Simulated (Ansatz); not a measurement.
Phonons of a relaxed structure of C by density-functional perturbation theory (low response-accuracy setting, no LO–TO term) at Γ and zone-boundary points with q components 0 or ½ of the primitive reciprocal vectors. Method: PBE (plane waves to 420 eV, PAW, scalar-relativistic; Ansatz, a program for electronic structure). Γ-centred k-mesh 18×18×18, Fermi–Dirac smearing 0.05 eV.

```yaml
crystal:
  lattice:
    - [0.00000, 1.78581, 1.78581]
    - [1.78581, 0.00000, 1.78581]
    - [1.78581, 1.78581, 0.00000]
  atoms:
    - { symbol: C, position: [0.00000, 0.00000, 0.00000] }
    - { symbol: C, position: [0.25000, 0.25000, 0.25000] }
```

Space group Fd-3m (No. 227), diamond type.

```tsv
q	wavenumbers (cm⁻¹; i marks imaginary)
Γ	0 (×3), 1289 (×3)
L (½, 0, 0)	546 (×2), 1038, 1192 (×2), 1246
X (½, ½, 0)	781 (×2), 1055 (×2), 1191 (×2)
```

No instability shows at these points (nothing beyond 15i cm⁻¹, the threshold used here). Other wavevectors were not sampled, so this does not prove stability.

No spin polarisation in the result.
